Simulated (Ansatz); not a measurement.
Starting cell, Mo (bcc, W type):

```xyz
2
Lattice="-3.1607 3.1607 3.1607 1.5804 -1.5804 1.5804 1.5804 1.5804 -1.5804" Properties=species:S:1:pos:R:3 pbc="T T T"
Mo     0.0000     0.0000     0.0000
Mo    -1.5804     1.5804     1.5804
```

The atoms are displaced by Q × the pattern below (from a DFPT mode at N = (0.5, 0.0, 0.0), largest move 1; Q in Å), at fixed cell. (q is in reciprocal vectors of the primitive cell; the cell shown is doubled to hold the pattern.)

```json
[
 {"atom": "Mo1", "x": "0.000", "y": "0.707", "z": "-0.707"},
 {"atom": "Mo2", "x": "0.000", "y": "-0.707", "z": "0.707"}
]
```

The numbers are results of PBE (plane waves to 420 eV, PAW, scalar-relativistic; Ansatz, an electronic-structure program), not measurements. k mesh 21×21×21 (Γ-centred), Fermi-Dirac smearing 0.05 eV. The energy includes the smearing's −TS. With partly filled bands, energies and forces of such displacements shift with the k mesh and the smearing. Mo is run without spin polarisation. Mo was relaxed with its symmetry unable to fall. The zero of ΔE is the undisplaced structure.

```
Q (Å)   ΔE (meV/cell)
------  -------------
-0.180            358
-0.120            175
-0.060             46
0.000               0
0.060              46
0.120             175
0.180             358
```

Question: Which DFPT wavenumber at N = (0.5, 0.0, 0.0) belongs to this mode?
A) 121 cm⁻¹
B) 258 cm⁻¹
C) 194 cm⁻¹

Answer: C, 194 cm⁻¹. The curvature of the scan gives 191 cm⁻¹

(For displaced atoms, the force is minus the slope of the energy, and its curvature is a force constant, which sets phonon frequencies.)
